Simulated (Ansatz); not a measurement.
PtC (zinc blende, F-43m) at seven volumes, plane-wave PAW PBEsol (Ansatz code), scaled uniformly. One row is withheld.

```csv
V (Å³/atom),P (GPa)
11.578,28.43
11.960,17.28
12.341,7.90
12.723,-0.01
13.105,-6.68
13.486,-12.30
13.868,?
```

Question: Fit the shown pressures and predict the withheld one.

Answer: Third-order Birch–Murnaghan: P = (3/2)B₀(x^(7/2) − x^(5/2))[1 + (3/4)(B′ − 4)(x − 1)] with x = (V₀/V)^(2/3). Least squares on the six rows gives V₀ = 12.723 Å³/atom, B₀ = 241.8 GPa, B′ = 4.68. At V = 13.868, x = 0.9442 and P = -17.04 GPa. The run itself gave -17.01 GPa.

The start of the workflow was typed in or built on a structure type; neither database checked (COD, Materials Project) lists it. Its standing as an ambient phase is unchecked. The PBEsol relaxation kept the symmetry of its start; its stability against distortions is not shown here. The run is not spin-polarised. Its formation energy is positive at this level, so the cell may be metastable or incomplete. Scalar-relativistic: spin–orbit coupling is off unless named, which matters more the heavier the elements.

Potentials: the later of the program's two PAW sets.
